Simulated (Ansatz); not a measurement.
A scan (energy against volume; even scaling of the relaxed cell, symmetry kept) gave these values. These are r2SCAN (plane waves to 500 eV, PAW, scalar-relativistic; Ansatz, a quantum-chemistry and plane-wave program) values and carry that method's errors.

| Property | Value |
|---|---|
| Bulk modulus at fixed cell shape B₀ (third-order Birch-Murnaghan fit) | 69.5 GPa |
| Pressure derivative B₀′ (fit) | 4.8 |
| Equilibrium volume of the fit | 21.82 Å³/atom |

Q: Of these crystals, all scanned alike, which one is it?
A. Tl (hcp, Mg type)
B. CoSn (CoSn type, space group P6/mmm)
C. MoSi₂ (MoSi2 type, space group I4/mmm)
D. GaCuSe₂ (chalcopyrite)

A: D, GaCuSe₂ (chalcopyrite). The others have, for the bulk modulus at fixed cell shape: CoSn 143 GPa, Tl 31.9 GPa, MoSi2 219 GPa

All were relaxed with their symmetry unable to fall. CoSn is run without spin polarisation. GaCuSe2 is run without spin polarisation. MoSi2 is run without spin polarisation. Spin-orbit coupling is left out. With the shape held, the modulus is that of even scaling; a crystal free to change shape is softer.

(Under strain, the slope of the energy per volume gives the stress and its curvature an elastic modulus.)
